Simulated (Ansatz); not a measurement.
# FeGe2: do energies and stresses tell the same story?

Theory: DFT PBEsol, scalar-relativistic, plane waves, PAW (Ansatz 0.2.0).

Cutoff 420 eV; k points 10×10×10 on the computed 6-atom cell (Γ-centred); Gaussian smearing, width 0.10 eV; collinear spin from starting moments 1.28 1.28 0 0 0 0 μB.

Relaxed cell: I4/mcm, a = 5.807 Å, b = 5.807 Å, c = 4.880 Å, α = 90.00°, β = 90.00°, γ = 90.00°, 6 atoms in the primitive cell. Whether it is the stable form of this composition wasn't checked.

Energies at zero smearing and pressures from the stress tensor, at volumes with shape and atoms relaxed:
| V (Å³/atom) | E − E(first) (meV/atom) | P (GPa) |
| --- | --- | --- |
| 12.890 | 0.00 | 10.77 |
| 13.302 | -19.81 | 4.88 |
| 13.713 | -25.84 | 0.00 |
| 14.124 | -20.50 | -4.01 |
| 14.536 | -5.86 | -7.24 |

**Question.** Check P = −dE/dV between neighbouring volumes, and get the bulk modulus from the pressures alone.

**Answer.** With 1 eV/Å³ = 160.2 GPa:
| middle V (Å³/atom) | −ΔE/ΔV (GPa) | mean P (GPa) |
| --- | --- | --- |
| 13.096 | 7.714 | 7.823 |
| 13.507 | 2.351 | 2.437 |
| 13.919 | -2.082 | -2.005 |
| 14.330 | -5.701 | -5.624 |

The two differ by 0.11 GPa at most. The mean of two end pressures misses the average over a step by about ΔV² P″/12, up to 0.09 GPa here; with that taken off 0.02 GPa remains. The largest site moment goes from 1.02 to 1.34 μB along the series, which bends P(V). Around V = 13.713 Å³/atom, the two neighbours give B = −V ΔP/ΔV = 13.713 × 8.88 / 0.823 = 148.1 GPa, against B0 = 146.9 GPa from the Birch–Murnaghan fit of the energies.

Only parallel moments were tried here.

Only this magnetic start was tried.